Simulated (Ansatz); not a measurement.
YS:
```xyz
2
Lattice="0.0000 2.7629 2.7629 2.7629 0.0000 2.7629 2.7629 2.7629 0.0000" Properties=species:S:1:pos:R:3 pbc="T T T"
Y      2.7629     2.7629     2.7629
S      0.0000     0.0000     0.0000
```

This is the r²SCAN-relaxed structure.

Q: All from r²SCAN (plane waves, PAW; program Ansatz), unless another level is named. Give the electronic character.

A: metallic (no gap).

Q: What about the density of states at the Fermi level?

A: 0.45 states/eV per atom (mean over ±0.08 eV).

Q: Give the formation energy from the elements (no fitted shifts).

A: -2.28 eV/atom.

Space group Fm-3m (rock salt). The workflow started from a Materials Project entry (that database holds measured and hypothetical structures alike); the Crystallography Open Database files this formula in space group No. 225, but the cells were not matched. Whether it is the stable phase at ambient conditions was not checked. The r²SCAN relaxation kept the symmetry of its start; its stability against distortions is not shown here. The run is not spin-polarised. With an odd number of electrons in the cell and no spin polarisation, the count alone makes it a metal. The references are the lowest solids computed at this level, not always the standard phases. Scalar-relativistic: spin–orbit coupling is off unless named, which matters more the heavier the elements.

Potentials: the earlier of the program's two PAW sets.
